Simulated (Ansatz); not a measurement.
## Li: an elastic constant from a strain scan

Computed with DFT PBEsol, scalar-relativistic, plane waves, PAW in Ansatz. Cutoff 420 eV, Γ-centred 18×18×10 k-points, Gaussian smearing of 0.15 eV. No spin polarisation. Energies are free energies at this smearing, counted from the undisturbed cell; pressure is positive in compression.

Reference structure (as given, not relaxed at this level; it stands at -0.7 GPa; this form isn't the usual structure):

```
Li
1.0
     3.11100    0.00000    0.00000
    -1.55550    2.69421    0.00000
     0.00000    0.00000    5.09300
Li
2
Direct
  0.33333 0.66667 0.25000
  0.66667 0.33333 0.75000
```

The cell is strained by ε times the Voigt pattern (0, 1, 0, 0, 0, 0) (xx, yy, zz, yz, xz, xy; engineering shear) with fractional coordinates fixed. The cell holds 2 atoms in V0 = 42.69 Å³. The stress column is τ = (1/V0) dE/dε, got from the stress tensor σ (compression positive) at each point as −det(1 + εP) σ : P(1 + εP)⁻¹, with P the pattern as a tensor.

```csv
ε,ΔE (meV/atom),τ (GPa)
-0.0400,-1.142,-0.282
-0.0200,-1.222,0.218
0.0000,0.000,0.696
0.0100,1.080,0.924
0.0300,4.118,1.348
0.0400,?,?
```

Q: Which combination of elastic constants does this scan measure, and how large is it?

A: For small ε, τ = τ0 + Kε with K = pᵀCp, which for this pattern is C22 in the Cartesian frame shown. The parabola through τ at ε = -0.0200, 0 and 0.0100 has slope K = 23.2 GPa at zero. The energies per cell, E = NΔE, of the same two points give K = 2[E(ε₊)/ε₊ − E(ε₋)/ε₋]/[(ε₊ − ε₋)V0] = 23.5 GPa, in agreement. These are clamped-ion values. The start is under stress, which shifts K from the elastic constant by about the size of that stress.

Q: Predict the withheld row at ε = 0.0400 from the harmonic law, and compare.

A: ΔE = V0(τ0 ε + Kε²/2)/N = 6.181 meV/atom and τ = 1.62 GPa. The calculation gives 6.045 meV/atom and 1.54 GPa, a miss of 2.2 % of the harmonic energy, so the harmonic law still holds on this side, though at ε = -0.0400 the energy lies 8 % above it.

In a metal these slopes depend on the k mesh and the smearing.